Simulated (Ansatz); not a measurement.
Ta2O5:
```cif
data_O10Ta4
_chemical_formula_sum 'Ta4 O10'
_space_group_name_H-M_alt 'Pmmn :1'
_space_group_IT_number 59
_space_group_name_Hall 'P 2 2ab -1ab'
_cell_length_a 3.83623
_cell_length_b 13.00339
_cell_length_c 3.87636
_cell_angle_alpha 90.000
_cell_angle_beta 90.000
_cell_angle_gamma 90.000
loop_
_space_group_symop_operation_xyz
  'x, y, z'
  '-x, -y, z'
  'x+1/2, -y+1/2, -z'
  '-x+1/2, y+1/2, -z'
  '-x+1/2, -y+1/2, -z'
  'x+1/2, y+1/2, -z'
  '-x, y, z'
  'x, -y, z'
loop_
_atom_site_label
_atom_site_type_symbol
_atom_site_symmetry_multiplicity
_atom_site_Wyckoff_symbol
_atom_site_fract_x
_atom_site_fract_y
_atom_site_fract_z
_atom_site_occupancy
Ta1 Ta 4 e 0.00000 0.14592 0.03003 1
O1 O 4 e 0.50000 0.18512 0.00275 1
O2 O 4 e 0.00000 0.14925 0.50955 1
O3 O 2 a 0.00000 0.00000 0.00627 1
```

Relaxed with r²SCAN. The program Ansatz at the r²SCAN level (PAW) gives a gap of 2.87 eV.

Problem. What gap does HSE06 give on the same cell (Ansatz, PAW)?

Solution. 3.85 eV, 0.98 eV more. The hybrid was solved on a coarser mesh and at special points; its gap is the smallest among all of these.

```json
[
 {"k": "Γ", "v1 r²SCAN": "-0.64", "c1 r²SCAN": "2.87", "v1 HSE06": "-0.68", "c1 HSE06": "3.85"},
 {"k": "X", "v1 r²SCAN": "-0.80", "c1 r²SCAN": "3.19", "v1 HSE06": "-0.78", "c1 HSE06": "4.20"},
 {"k": "Z", "v1 r²SCAN": "-0.29", "c1 r²SCAN": "4.65", "v1 HSE06": "-0.29", "c1 HSE06": "5.80"},
 {"k": "U", "v1 r²SCAN": "-0.01", "c1 r²SCAN": "3.87", "v1 HSE06": "___", "c1 HSE06": "___"},
 {"k": "Y", "v1 r²SCAN": "-0.70", "c1 r²SCAN": "2.90", "v1 HSE06": "___", "c1 HSE06": "___"},
 {"k": "S", "v1 r²SCAN": "-0.80", "c1 r²SCAN": "3.22", "v1 HSE06": "___", "c1 HSE06": "___"},
 {"k": "T", "v1 r²SCAN": "-0.29", "c1 r²SCAN": "4.73", "v1 HSE06": "-0.30", "c1 HSE06": "5.87"},
 {"k": "R", "v1 r²SCAN": "0.00", "c1 r²SCAN": "3.77", "v1 HSE06": "___", "c1 HSE06": "___"}
]
```

Problem. Top valence (v1) and lowest conduction level (c1) in eV from each method's valence maximum (which need not be a listed point): supply the withheld HSE06 values.

Solution. 
- S, v1 HSE06: -0.79
- S, c1 HSE06: 4.23
- R, v1 HSE06: 0.00
- R, c1 HSE06: 4.88
- Y, v1 HSE06: -0.73
- Y, c1 HSE06: 3.88
- U, v1 HSE06: -0.01
- U, c1 HSE06: 4.98

Cost on shared cores: the r²SCAN run (SCF on a 7×3×7 mesh, then bands and DOS) very roughly 4 core-minutes, the HSE06 run (SCF on 4×2×4, then a few points) roughly 5 core-minutes; the tasks are unlike.

The workflow started from a Materials Project entry (that database holds measured and hypothetical structures alike); the Crystallography Open Database copy checked does not list it. COD files the formula under space group No. 49, so this cell is another polymorph or a model. Whether it is the stable phase at ambient conditions was not checked. Symmetry was held in the r²SCAN relaxation; its stability against distortions is not shown here. The run is not spin-polarised. Scalar-relativistic: spin–orbit coupling is off unless named, which matters more the heavier the elements.

Potentials: the later of the program's two PAW sets.
